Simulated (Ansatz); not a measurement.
Input file for Ansatz (an electronic-structure program):

Ansatz 0.2 input:
```yaml
crystal:
  lattice:
    - [0.0, 4.395708735, -2.4888441518]
    - [0.0, 4.395708735, 2.4888441518]
    - [8.2950923979, 0.0, 0.0]
  atoms:
    - { symbol: Si, position: [0.3399862037, 0.3309627097, 0.9373146083] }
    - { symbol: Si, position: [0.6690372903, 0.6600137963, 0.0626853917] }
    - { symbol: Si, position: [0.3399862037, 0.3309627097, 0.5626853917] }
    - { symbol: Si, position: [0.6690372903, 0.6600137963, 0.4373146083] }
    - { symbol: O, position: [0.6032194337, 0.3967805663, 0.0] }
    - { symbol: O, position: [0.6032194337, 0.3967805663, 0.5] }
    - { symbol: O, position: [0.4631956845, 0.9686448499, 0.5418450442] }
    - { symbol: O, position: [0.0313551501, 0.5368043155, 0.4581549558] }
    - { symbol: O, position: [0.4631956845, 0.9686448499, 0.9581549558] }
    - { symbol: O, position: [0.0313551501, 0.5368043155, 0.0418450442] }
    - { symbol: O, position: [0.5773712029, 0.7369187275, 0.25] }
    - { symbol: O, position: [0.2630812725, 0.4226287971, 0.75] }
kpoints:
  mp_grid: { grid: [6, 6, 3] }
hamiltonian:
  xc: r2scan
  pseudopotentials: { kind: paw }
scf:
  occupations: { method: fixed }
output:
  optics: { e_range: [0.0, 15.0], de: 0.05, sigma: 0.1, bands: { spectra_wanted_up_to: 12 eV } }
```

Output (shortened):

```
output.optics: the spectra are integrated over the Brillouin zone by k·p interpolation around the k-points, where levels, occupations, output.optics.sigma and …
Pseudopotential: Si, paw, valence charge 4
Pseudopotential: O, paw, valence charge 6
Functional definition: r2SCAN
Crystal: 12 atoms, lattice volume = 181.501 Å³
Basis set: ecut = 500 eV, 4611 PW (Γ), exchange–correlation on 160×160×256 points (64 copies of the dense FFT grid, shifted against one another)
Bands: 44, of which v1, the nominal top of the filled ones, is band 32 counted from 1 (31 counted from 0)
Symmetry: 4 space group operations
Space group: Ama2 (ITA 40), of the structure as read, at distance tolerance 5.7e-5 Å
k-points: 26 of 108 (time reversal used)
SCF iter   1: F=—  HF=-7119.966097 eV  |F-HF|=—  |Δ(HF+E_count)|=         —  Δρ=6.85e-3  dr2=8.41e-2  dr2_τ=1.06e0  ethr=1.77e-3  ⟨swp⟩=4.6  Hψ=4916  notcnv=0  defer=242
preconditioner: auto → Resta (q_TF=auto, 2.293 Å⁻¹)
SCF iter   2: F=—  HF=-7120.300858 eV  |F-HF|=—  |Δ(HF+E_count)|=   3.35e-1  Δρ=4.36e-3  dr2=2.23e-2  dr2_τ=1.91e-3  ethr=1.31e-4  ⟨swp⟩=3.0  Hψ=2314  notcnv=0  defer=260
SCF iter   3: F=—  HF=-7120.298386 eV  |F-HF|=—  |Δ(HF+E_count)|=   2.47e-3  Δρ=6.06e-4  dr2=5.90e-4  dr2_τ=1.94e-4  ethr=3.49e-5  ⟨swp⟩=2.0  Hψ=1695  notcnv=0  defer=260
SCF iter   4: F=—  HF=-7120.298435 eV  |F-HF|=—  |Δ(HF+E_count)|=   4.91e-5  Δρ=1.66e-4  dr2=2.37e-5  dr2_τ=3.56e-6  ethr=9.22e-7  ⟨swp⟩=2.1  Hψ=1861  notcnv=0  defer=260
SCF iter   5: F=—  HF=-7120.298449 eV  |F-HF|=—  |Δ(HF+E_count)|=   1.43e-5  Δρ=8.93e-5  dr2=1.11e-5  dr2_τ=1.25e-6  ethr=3.71e-8  ⟨swp⟩=2.0  Hψ=1850  notcnv=0  defer=248
SCF iter   6: F=—  HF=-7120.298449 eV  |F-HF|=—  |Δ(HF+E_count)|=   6.07e-7  Δρ=2.75e-5  dr2=1.38e-6  dr2_τ=4.40e-8  ethr=1.73e-8  ⟨swp⟩=2.0  Hψ=1580  notcnv=0  defer=206
SCF iter   7: F=—  HF=-7120.298619 eV  |F-HF|=—  |Δ(HF+E_count)|=   1.70e-4  Δρ=1.41e-5  dr2=3.38e-7  dr2_τ=1.44e-8  ethr=2.15e-9  ⟨swp⟩=2.0  Hψ=1918  notcnv=0  defer=159
SCF iter   8: F=—  HF=-7120.298619 eV  |F-HF|=—  |Δ(HF+E_count)|=   3.57e-8  Δρ=4.75e-6  dr2=4.02e-8  dr2_τ=5.70e-10  ethr=5.28e-10  ⟨swp⟩=3.0  Hψ=1986  notcnv=0  defer=159
SCF iter  11: F=-7120.298619 eV  HF=-7120.298619 eV  |F-HF|=3.64e-12  |Δ(HF+E_count)|=  7.28e-12  Δρ=2.37e-8  dr2=7.51e-13  dr2_τ=1.07e-13  ethr=1.00e-12  ⟨swp⟩=14.3  Hψ=6017  notcnv=0
SCF 1 converged in 11 iterations: F = -7120.298619 eV  dr2 = 7.51e-13
NSCF: frozen V_eff on 26 k-points
Optics k sum: 0 of 26 k-points
Optics k sum: 2 of 26 k-points
Optics k sum: 3 of 26 k-points
Optics k sum: 4 of 26 k-points
Optics k sum: 6 of 26 k-points
Optics k sum: 7 of 26 k-points
Optics k sum: 8 of 26 k-points
Optics k sum: 10 of 26 k-points
Optics k sum: 11 of 26 k-points
Optics k sum: 12 of 26 k-points
Optics k sum: 13 of 26 k-points
Optics k sum: 15 of 26 k-points
Optics k sum: 16 of 26 k-points
Optics k sum: 17 of 26 k-points
Optics k sum: 19 of 26 k-points
Optics k sum: 20 of 26 k-points
Optics k sum: 21 of 26 k-points
Optics k sum: 23 of 26 k-points
Optics k sum: 24 of 26 k-points
Optics k sum: 25 of 26 k-points
Optics k sum: 26 of 26 k-points
Optics k sum: 0 of 26 k-points
Optics k sum: 2 of 26 k-points
Optics k sum: 3 of 26 k-points
Optics k sum: 4 of 26 k-points
Optics k sum: 6 of 26 k-points
Optics k sum: 7 of 26 k-points
Optics k sum: 8 of 26 k-points
Optics k sum: 10 of 26 k-points
Optics k sum: 11 of 26 k-points
Optics k sum: 12 of 26 k-points
Optics k sum: 13 of 26 k-points
Optics k sum: 15 of 26 k-points
Optics k sum: 16 of 26 k-points
Optics k sum: 17 of 26 k-points
Optics k sum: 19 of 26 k-points
Optics k sum: 20 of 26 k-points
Optics k sum: 21 of 26 k-points
Optics k sum: 23 of 26 k-points
Optics k sum: 24 of 26 k-points
Optics k sum: 25 of 26 k-points
Optics k sum: 26 of 26 k-points
NSCF: frozen V_eff on 1 k-points
NSCF: frozen V_eff on 1 k-points
NSCF: frozen V_eff on 1 k-points
NSCF: frozen V_eff on 1 k-points
NSCF: frozen V_eff on 1 k-points
output.optics: what the bands over the 70 summed would add to eps1, eps2 and the energy-loss function is held between a lower and an upper bound (9 Lanczos …
SCF converged after 11 iterations
Free energy (F): -7120.298619 eV
Harris-Foulkes:  -7120.298619 eV  (|F-HF|=3.64e-12)
Internal energy: -7120.298619 eV  (E = F + TS)
E sigma→0 (E₀):  -7120.298619 eV
Fermi energy:    0.359561 eV
--- Per-component energies (eV) ---
  E_band       = -429.791832
  E_kinetic    = 1620.597637
  E_local      = -4768.398128  (includes V_loc(G=0)·N_el)
  E_nonlocal   = 472.052817
  E_hartree    = 1778.355605
  E_xc         = -800.019824
  E_vxc        = -1059.351431  (∫ρ·V_xc dr)
  E_paw        = -3367.746252  (= ΣΔE_a)
  E_vpaw       = -318.406269  (= ΣTr[D̂ρ^β])
  E_aug_tail   = 0.008331  (compensation charges beyond the density's cutoff)
  E_vtau       = 66.994024  (kinetic-family band-sum trace: ∫τ·v_τ [+ j·A + Jᵃ·Aᵃ] dr)
  E_ewald      = -2054.587546
  E_core_change = -0.561259  (= ΣΔE_core)
  E_smearing   =  0.000000  (= −TS)
  E_closure    = 0.000000  (closes the sum)
  Σ components = -7120.298619   (vs F -7120.298619, Δ=0.00e0)
  [band-id]    e_kinetic+e_local+e_nonlocal+2·e_hartree+e_vxc+e_vpaw+e_augmentation_tail+e_vtau = -429.791809   (vs E_band -429.791832, Δ=2.34e-5)
--- Band table (eV; the first three rows and the last of 26) ---
  k-point 0: bands = ["-19.9239", "-19.4879", "-18.5136", "-17.8959", "-17.8950", "-17.8614", "-17.8399", "-17.8392", "-9.0744", "-8.0330", "-5.8812", "-5.3930", "-5.2834", "-5.1824", "-5.0150", "-4.8668", "-2.6214", "-2.4375", "-2.0273", "-1.9023", …
  k-point 1: bands = ["-19.8419", "-19.6347", "-18.3182", "-18.0123", "-17.8881", "-17.8717", "-17.8502", "-17.8439", "-8.8547", "-8.3475", "-5.6871", "-5.4210", "-5.2805", "-5.1324", "-5.0829", "-4.9471", "-2.3832", "-2.3602", "-2.0675", "-1.8793", …
  k-point 2: bands = ["-19.8499", "-19.4084", "-18.6036", "-17.9764", "-17.9025", "-17.8986", "-17.8501", "-17.8480", "-8.8859", "-7.8512", "-6.1388", "-5.4672", "-5.2442", "-5.1442", "-4.9053", "-4.7646", "-2.6607", "-2.4614", "-2.0360", "-1.9546", …
  k-point 25: bands = ["-19.4197", "-19.2440", "-18.7609", "-18.5772", "-17.9127", "-17.9052", "-17.8901", "-17.8830", "-7.9317", "-7.5234", "-6.3545", "-5.9808", "-4.9868", "-4.8510", "-4.8293", "-4.7345", "-2.5733", "-2.4473", "-2.1610", "-2.0721", …
```

Cost: very roughly 5 core-minutes on shared cores.

The workflow started from a Materials Project entry (that database holds measured and hypothetical structures alike); the Crystallography Open Database copy checked does not list it. It is not the phase usual at ambient conditions (space group No. 92, 152, 154). Symmetry was held in the r²SCAN relaxation; whether a distortion lowers the energy is not shown.

Potentials: the later of the program's two PAW sets.

Ansatz is a plane-wave DFT program.
